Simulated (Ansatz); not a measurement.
Given:

GeTePt:
```
CELL_PARAMETERS angstrom
      6.29535     0.00000     0.00000
      0.00000     6.29535     0.00000
      0.00000     0.00000     6.29535
ATOMIC_POSITIONS crystal
  Ge 0.12147 0.87853 0.37853
  Ge 0.37853 0.12147 0.87853
  Ge 0.62147 0.62147 0.62147
  Ge 0.87853 0.37853 0.12147
  Te 0.87684 0.12316 0.62316
  Te 0.62316 0.87684 0.12316
  Te 0.37684 0.37684 0.37684
  Te 0.12316 0.62316 0.87684
  Pt 0.51445 0.48555 0.98555
  Pt 0.98555 0.51445 0.48555
  Pt 0.01445 0.01445 0.01445
  Pt 0.48555 0.98555 0.51445
```

This is the r²SCAN-relaxed structure. Cartesian axes are those of the cell as given.

Task: All from r²SCAN in the plane-wave PAW code Ansatz, unless another level is named. Give the smallest direct gap on the standard path.

Result: 0.72 eV.

Task: Give the formation energy from the elements (no fitted shifts).

Result: -0.48 eV/atom.

Task: Predict the band gap.

Result: 0.37 eV (indirect).

Task: What about the conduction-band minimum?

Result: on the Γ–X line, 10 % of the way from Γ (6 equivalent valleys).

Task: Next, the valence-band maximum?

Result: off the standard path, at k = (0.000, 0.333, 0.362).

Space group P2_13. The first step of the workflow began from a Materials Project structure, measured or hypothetical; the Crystallography Open Database copy checked does not list it. Whether it is the stable phase at ambient conditions was not checked. Symmetry was held in the r²SCAN relaxation; its stability against distortions is not shown here. No spin polarisation was allowed. The references are the lowest solids computed at this level, not always the standard phases. Spin–orbit coupling is left out wherever it is not named.

Potentials: the earlier of the program's two PAW sets.
